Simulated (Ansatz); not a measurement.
The calculation used Ansatz, DFT PBE, scalar-relativistic, plane waves, PAW. Settings: cutoff 420 eV, Γ-centred meshes spaced at most about 0.3 Å⁻¹, and about 0.25 Å⁻¹ or finer for metals (2π included), Gaussian smearing. No spin polarisation in the final relaxations.

These are static total energies at zero pressure.

Two forms of LuHfO2 were relaxed alike.

A.

```xyz
4
Lattice="1.6208 0.9358 5.6261 -1.6208 0.9358 5.6261 0.0000 -1.8716 5.6261" Properties=species:S:1:pos:R:3 pbc="T T T"
Lu    0.0000    0.0000    8.4391
Hf    0.0000    0.0000    0.0000
O     0.0000    0.0000    4.1073
O     0.0000    0.0000   12.7709
```

B.

```xyz
4
Lattice="3.2932 0.0000 0.0000 0.0000 3.2932 0.0000 0.0000 0.0000 4.6619" Properties=species:S:1:pos:R:3 pbc="T T T"
Lu    0.0000    0.0000    0.0000
Hf    1.6466    1.6466    2.3309
O     0.0000    0.0000    2.3309
O     1.6466    1.6466    0.0000
```

Question: Which arrangement of the elements on these sites is preferred, and by what margin?

Answer: A is lower, by 25 meV/atom. The two share one framework of sites and differ in which element sits where. A has Lu and Hf ordered on rock salt sites, space group R-3m (No. 166), 12.8 Å³/atom and no gap on its mesh; B has Lu and Hf ordered on rock salt sites, space group P4/mmm (No. 123), 12.6 Å³/atom and no gap. Counting O atoms around Hf and Lu (those within 1.25 times the shortest such distance or 1.15 times the sum of covalent radii), A and B both have Lu 6, Hf 6. In A, Lu is surrounded by 6 O at 2.28 Å, 6 Lu at 3.24 Å and 6 Hf at 3.38 Å; Hf has 6 O at 2.41 Å, 6 Hf at 3.24 Å and 6 Lu at 3.38 Å; around O lie 3 Lu at 2.28 Å and 3 Hf at 2.41 Å. In B, Lu is surrounded by 6 O at 2.33 Å, 4 Lu at 3.29 Å and 8 Hf at 3.29 Å; around Hf lie 6 O at 2.33 Å, 4 Hf at 3.29 Å and 8 Lu at 3.29 Å; O on its first site is surrounded by 4 Hf at 2.33 Å and 2 Lu at 2.33 Å; 1 more site not described. Both come from invented guesses. A third cell relaxed alike, in P6_3mc, lies 134 meV/atom below the lower of the two.

These runs have no spin–orbit coupling, which can matter for Hf. In R-3m, P4/mmm an odd number of electrons in the primitive cell allows no gap without spin; a larger cell or a magnetic state could open one. Cells relaxed within their symmetry can be saddle points.
